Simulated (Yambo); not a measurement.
G0W0@LDA for YOF (space group P4/nmm, No. 129) in Yambo. Reference settings: 4×4×2 Γ-centred k mesh, 156 bands and a 8 Ry block in the screening, 156 bands in G with the Bruneval-Gonze terminator, plasmon pole fitted at 27.2 eV. The LDA gap (0.25, 0.25, -0.5) → Γ on this mesh is 4.82 eV; G0W0 gaps are taken between the same points.

The settings were changed. The gap went from 6.76 eV to 6.55 eV, and the shift of the valence edge from -0.91 eV to -0.85 eV.

**Question.** What was changed between the two runs?
(A) 43 bands in W, 43 bands in G, 2 Ry block
(B) 43 bands in W, 43 bands in G, 3 Ry block
(C) 3 Ry block
(D) 43 bands in W, 43 bands in G, 5 Ry block

**Answer.** C, 3 Ry block. The others gave (gap, valence shift): 43 bands in W, 43 bands in G, 2 Ry block: 7.30, -0.88 eV; 43 bands in W, 43 bands in G, 3 Ry block: 7.22, -0.77 eV; 43 bands in W, 43 bands in G, 5 Ry block: 7.19, -0.64 eV.

Geometry of the Materials Project entry, not relaxed at this level; primitive cell a = 3.832 Å, b = 3.832 Å, c = 5.447 Å, α = 90.00°, β = 90.00°, γ = 90.00°.

The structure is a Materials Project entry; no match was found in the copy of COD used, and its stability was not checked.

A shift is the quasiparticle energy of the state minus its LDA energy.
